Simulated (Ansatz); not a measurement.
Structure optimisation: barium, omega (AlB2-type)

These are results of DFT, LDA (PW92), plane waves (420 eV) with PAW, scalar-relativistic in Ansatz, not measurements. (PAW data from PBE, frozen cores regenerated.)

k-point mesh 5×5×7, Fermi-Dirac smearing 0.1 eV, no spin polarisation. Cell and atoms relax.

Starting structure:

```cif
data_structure
_symmetry_space_group_name_H-M 'P 1'
_symmetry_Int_Tables_number 1
_cell_length_a 7.0687
_cell_length_b 7.0687
_cell_length_c 4.3331
_cell_angle_alpha 90.000
_cell_angle_beta 90.000
_cell_angle_gamma 120.000
_cell_volume 187.50
loop_
_atom_site_label
_atom_site_type_symbol
_atom_site_fract_x
_atom_site_fract_y
_atom_site_fract_z
_atom_site_occupancy
Ba1 Ba 0.00000 0.00000 0.00000 1
Ba2 Ba 0.33333 0.66667 0.50000 1
Ba3 Ba 0.66667 0.33333 0.50000 1
```

Question: The pressure at the start is -1.1 GPa. By how much does the volume change?

Answer: From 62.50 to 53.88 Å³ per atom, -13.8 %. The final cell has a = 6.788 Å, c = 4.051 Å (c/a = 0.597).

Question: How much energy does the relaxation gain?

Answer: 35.7 meV per atom.
